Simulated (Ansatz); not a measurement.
# GaGe: a vibration from a frozen displacement

Theory: Ansatz 0.2.0, DFT PBEsol, scalar-relativistic, plane waves, PAW. The runs took a 420 eV cutoff, a Γ-centred 14×14×14 mesh and Gaussian smearing (0.15 eV). No spin polarisation. Energies are free energies at this smearing, counted from the undisturbed cell; pressure is positive in compression.

The undisturbed cell (as given, not relaxed at this level; it stands at -2.5 GPa, and it needn't be the usual structure):

```yaml
crystal:
  lattice:
    - [0.00000, 2.89784, 2.89784]
    - [2.89784, 0.00000, 2.89784]
    - [2.89784, 2.89784, 0.00000]
  atoms:
    - { symbol: Ga, position: [0.75000, 0.75000, 0.75000] }
    - { symbol: Ge, position: [0.00000, 0.00000, 0.00000] }
```

Every Ge atom is moved by x along the Cartesian unit vector (0.000, -0.707, -0.707); the cell and all other atoms stay fixed. The cell's volume is 48.67 Å³; the moved atoms weigh 72.630 u together and the others 69.723 u.

```
  x (Å)  ΔE (meV/cell) total force on the moved atoms along the move (eV/Å) pressure (GPa)
-0.1000          21.13                                                0.4303         -2.3042
-0.0500           5.20                                                0.2093         -2.4549
 0.0000           0.00                                                0.0000         -2.5037
 0.0250           1.29                                               -0.1037         -2.4916
 0.0750          11.79                                               -0.3179         -2.3927
```

Problem. What frequency belongs to this motion?

Solution. The force constant is k = −dF/dx = 4.160 eV/Å², from the parabola through x = -0.0500, 0 and 0.0250. In every cell the moved atoms swing against the rest, so the mass is μ = m₁m₂/(m₁ + m₂) = 35.573 u, and ν̃ = 521.5 cm⁻¹ × √(|k|/μ) = 178 cm⁻¹, at this cell's pressure of -2.5 GPa. To first order in x, and within 1 %, the force on every atom lies along the move and, within each of the two groups, in proportion to the atom's mass, so this is itself a mode at the zone centre of this cell.

Problem. How far does the harmonic law reach?

Solution. At x = -0.100 Å, kx²/2 = 20.80 meV against the computed 21.13 meV (+1.6 %): the well is still close to harmonic there.

In a metal these slopes depend on the k mesh and the smearing.